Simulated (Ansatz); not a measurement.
**Two inputs for CdSe with a Cd vacancy**

Cell: a supercell of CdSe (wurtzite type, P6_3mc) built from an entry of the Crystallography Open Database (COD) (the entry's cell lengths or inner coordinates differ somewhat from later room-temperature determinations), with all atoms left at the host's positions.

```yaml
crystal:
  lattice:
    - [8.60000, 0.00000, 0.00000]
    - [-4.30000, 7.44782, 0.00000]
    - [0.00000, 0.00000, 14.04000]
  atoms:
    - { symbol: Cd, position: [0.16667, 0.33333, 0.50000] }
    - { symbol: Cd, position: [0.16667, 0.83333, 0.00000] }
    - { symbol: Cd, position: [0.16667, 0.83333, 0.50000] }
    - { symbol: Cd, position: [0.66667, 0.33333, 0.00000] }
    - { symbol: Cd, position: [0.66667, 0.33333, 0.50000] }
    - { symbol: Cd, position: [0.66667, 0.83333, 0.00000] }
    - { symbol: Cd, position: [0.66667, 0.83333, 0.50000] }
    - { symbol: Cd, position: [0.33333, 0.16667, 0.25000] }
    - { symbol: Cd, position: [0.33333, 0.16667, 0.75000] }
    - { symbol: Cd, position: [0.33333, 0.66667, 0.25000] }
    - { symbol: Cd, position: [0.33333, 0.66667, 0.75000] }
    - { symbol: Cd, position: [0.83333, 0.16667, 0.25000] }
    - { symbol: Cd, position: [0.83333, 0.16667, 0.75000] }
    - { symbol: Cd, position: [0.83333, 0.66667, 0.25000] }
    - { symbol: Cd, position: [0.83333, 0.66667, 0.75000] }
    - { symbol: Se, position: [0.16667, 0.33333, 0.19250] }
    - { symbol: Se, position: [0.16667, 0.33333, 0.69250] }
    - { symbol: Se, position: [0.16667, 0.83333, 0.19250] }
    - { symbol: Se, position: [0.16667, 0.83333, 0.69250] }
    - { symbol: Se, position: [0.66667, 0.33333, 0.19250] }
    - { symbol: Se, position: [0.66667, 0.33333, 0.69250] }
    - { symbol: Se, position: [0.66667, 0.83333, 0.19250] }
    - { symbol: Se, position: [0.66667, 0.83333, 0.69250] }
    - { symbol: Se, position: [0.33333, 0.16667, 0.44250] }
    - { symbol: Se, position: [0.33333, 0.16667, 0.94250] }
    - { symbol: Se, position: [0.33333, 0.66667, 0.44250] }
    - { symbol: Se, position: [0.33333, 0.66667, 0.94250] }
    - { symbol: Se, position: [0.83333, 0.16667, 0.44250] }
    - { symbol: Se, position: [0.83333, 0.16667, 0.94250] }
    - { symbol: Se, position: [0.83333, 0.66667, 0.44250] }
    - { symbol: Se, position: [0.83333, 0.66667, 0.94250] }
```

Sites (sets of like atoms) are named by element and the number of their first atom in this list.

Reference run. Method: Kohn–Sham DFT in Ansatz, PBE, plane waves and PAW, scalar-relativistic, collinear spin, 420 eV cutoff, Γ-centred 3×3×2 k-points, Fermi–Dirac smearing 0.01 eV, cell charge -1. Start moments as typed (μB): 0 0 0 0 0 0 0 0 0 0 0 0 0 0 0 0.5 0 0 0 0 0 0 0 0 0.5 0 0.5 0 0.5 0 0 by atom.

Q: The input is changed as follows: `kpoints.mp_grid.grid`: [3, 3, 2] → [1, 1, 1]; `scf.eigensolver.kind`: not typed → davidson. What happens to V_zz (10²¹ V/m²) and η?

A: 

| site | atom | V_zz reference | η reference | V_zz changed | η changed |
| --- | --- | --- | --- | --- | --- |
| Cd1 | 1 | 2.51 | 0.00 | 5.60 | 0.00 |
| Cd8 | 8 | 4.25 | 0.74 | 7.15 | 0.48 |
| Cd9 | 9 | 1.03 | 0.48 | 4.31 | 0.05 |
| Cd15 | 15 | 2.49 | 0.00 | 5.74 | 0.00 |
| Se16 | 16 | -18.58 | 0.00 | -0.75 | 0.00 |
| Se17 | 17 | -2.50 | 0.00 | 8.78 | 0.00 |
| Se18 | 18 | 2.16 | 0.91 | 9.63 | 0.24 |
| Se19 | 19 | -2.27 | 0.03 | 9.31 | 0.07 |
| Se24 | 24 | -3.72 | 0.19 | 8.89 | 0.05 |
| Se25 | 25 | -6.17 | 0.28 | 7.62 | 0.46 |
| Se30 | 30 | -2.30 | 0.00 | 9.13 | 0.00 |
| Se31 | 31 | -0.60 | 0.00 | 9.94 | 0.00 |

The largest change of V_zz along a kept axis is on Se16, from -18.58 to -0.75. In per cent, |V_zz| changes by +68 to +130 on Cd, -96 on Se (all sites that start above 2, bar those whose gradient vanishes or changes sign or whose main axis turns by over 40°). Where |V_zz| stays above 0.1 and the axes keep their order, η moves most on Cd9, from 0.48 to 0.05. V_zz changes sign on Se24 (axis turned by 10°), Se17 (same axis), Se30 (same axis), Se19 (axis turned by 19°), Se31 (same axis). On Se25, Se18 the largest principal value lies along another axis in the second run, so the two V_zz can't be compared directly. The table leaves out 3 of the 15 sites, with |V_zz| up to 6.50; their tensors move by 3.04 at most along any direction. The statements above cover all sites. The absolute magnetisation of the cell goes from 0.9 to 1.1 μB. SCF iterations: 19 and 15. New warnings: stability check not made. In the changed run the k-mesh is coarser than the standard one, so its values aren't converged ones.

On the reference run: The defect repeats with the cell of 31 atoms, so it feels its images: sites between two images don't show the values beside a lone defect, and zeros or small values of η there can come from the images' arrangement. Cd and Se carry a gradient in the pure host already, so the values there aren't the defect's effect alone. A uniform background compensates the cell's charge. The defect cell has no gap above 0.1 eV on its mesh, so the values can hang on the smearing and the k-mesh. Without spin–orbit coupling (the program notes it for Cd) the gradients can shift somewhat, as the gap is small. The neighbours have not yet relaxed around the defect (largest force 0.69 eV/Å), so a real crystal will differ.
